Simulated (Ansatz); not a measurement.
Method: DFT PBE, scalar-relativistic, plane waves, PAW in Ansatz. Settings: cutoff 420 eV, Γ-centred meshes spaced at most about 0.3 Å⁻¹, and about 0.25 Å⁻¹ or finer for metals (2π included), Gaussian smearing. Collinear spin in cells that started with moments and kept them past the coarse steps, no spin elsewhere.

Temperature and zero-point effects are left out.

Two relaxed structures of Ca2TaO3:

A. (site moments Ta 1.5; O -0.1 (×3) μB)

```
CELL_PARAMETERS angstrom
5.99092 0.00000 0.00000
-2.99546 5.18829 0.00000
0.00000 0.00000 3.00714
ATOMIC_POSITIONS crystal
Ca 0.66667 0.33333 0.50000
Ca 0.33333 0.66667 0.50000
Ta 0.00000 0.00000 0.50000
O 0.00000 0.50000 0.00000
O 0.50000 0.50000 0.00000
O 0.50000 0.00000 0.00000
```

B. (no spin)

```
CELL_PARAMETERS angstrom
2.81537 1.62546 3.02569
-2.81537 1.62546 3.02569
0.00000 -3.25091 3.02569
ATOMIC_POSITIONS crystal
Ca 0.16600 0.16600 0.16600
Ca 0.83400 0.83400 0.83400
Ta 0.50000 0.50000 0.50000
O 0.50000 0.00000 0.50000
O 0.00000 0.50000 0.50000
O 0.50000 0.50000 0.00000
```

**Question.** Which form is favoured at zero pressure, and by what margin per atom?

**Answer.** B is lower, by 0.78 eV/atom. A has space group P6/mmm (No. 191), 15.6 Å³/atom and no gap on its mesh; B has space group R-3m (No. 166), 13.8 Å³/atom and no gap. Counting O atoms around Ca and Ta (those within 1.25 times the shortest such distance or 1.15 times the sum of covalent radii, 1.27 where that leaves under three; the shortest distance is added where it exceeds 1.18 times the sum of covalent radii), A has Ca 6, Ta 12 from 3.4 Å and B has Ca 3, Ta 6. Their magnetic states differ too. The denser one is the lower, and pressure would at first widen the difference. Both come from invented guesses. A third cell relaxed alike, in P-3m1, lies 0.43 eV/atom below the lower of the two.

Spin–orbit coupling, which can matter for Ta, is left out. In R-3m an odd number of electrons in the primitive cell allows no gap without spin; a larger cell or a magnetic state could open one. A magnetic state wasn't ruled out in cells without spin, among them R-3m. Another magnetic order may lie lower. Cells relaxed within their symmetry can be saddle points.
